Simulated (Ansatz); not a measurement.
## Equation of state of Ba₂Cd₂Sb₃ and its gap

A database entry relaxed whole under r2SCAN (C2/m):

```
CELL_PARAMETERS angstrom
9.13204 -2.44415 -0.00037
9.13204 2.44415 -0.00037
-8.10445 0.00000 10.82186
ATOMIC_POSITIONS crystal
Ba 0.26390 0.26390 0.66273
Ba 0.73610 0.73610 0.33727
Ba 0.39834 0.39834 0.05619
Ba 0.60166 0.60166 0.94381
Cd 0.04141 0.04141 0.30996
Cd 0.95859 0.95859 0.69004
Cd 0.40898 0.40898 0.34674
Cd 0.59102 0.59102 0.65326
Sb 0.08021 0.08021 0.12473
Sb 0.91979 0.91979 0.87527
Sb 0.15393 0.15393 0.80250
Sb 0.84607 0.84607 0.19750
Sb 0.38771 0.38771 0.54300
Sb 0.61229 0.61229 0.45700
```

The cell was scaled uniformly, its shape held, and the atoms relaxed at each volume with plane-wave PAW DFT (Ansatz 0.2.0; r2SCAN, 500 eV, 6×6×2 Γ-centred mesh, fermi-dirac occupations of width 0.020 eV; no spin, no spin-orbit coupling). One row is withheld.

```tsv
volume (Å³/atom)	energy over the lowest (meV/atom)	pressure (GPa)	gap over mesh and path (eV)
32.435	16.1	2.64	0.338
33.125	6.9	1.66	0.318
33.815	?	?	?
34.505	0.0	0.00	0.274
35.195	1.6	-0.71	0.253
35.886	6.0	-1.34	0.231
36.576	13.0	-1.91	0.208
```

Problem. Fit the pressures of the other rows to the third-order Birch-Murnaghan form.

Solution. With f = [(V₀/V)^(2/3) − 1]/2 and P = 3B₀f(1 + 2f)^(5/2)[1 + 3(B₀′ − 4)f/2], least squares gives V₀ = 34.50 Å³ an atom, B₀ = 37.2 GPa and B₀′ = 4.5; the rows miss the fit by less than 0.01 GPa. The slope of the energies differs from these pressures by less than 0.05 GPa.

Problem. How does the gap move with volume?

Solution. A parabola in ln(V/V₀) through the other rows has the slope dE_g/d ln V = -1.1 eV at V₀, so by B₀ the gap moves by +29 meV a GPa at this fixed shape: it widens under pressure.

Problem. What does the withheld row hold?

Solution. The fit gives 0.78 GPa at 33.815 Å³; the run gave 0.78 GPa and 1.6 meV an atom. Its gap is 0.297 eV, against 0.296 eV from the parabola.

Caveats: the shape of the cell was held, so B₀ is an upper bound where the axes differ in stiffness; 0 K, fixed nuclei; the symmetry was kept, and this need not be the phase that is stable at 0 K; one mesh for all volumes; r2SCAN gaps lie as a rule under measured ones; the slope of the gap can be off by tens of per cent, more where shallow d levels or spin-orbit coupling act on the edges; no spin-orbit coupling, which narrows gaps of heavier elements; pressure is positive in compression.
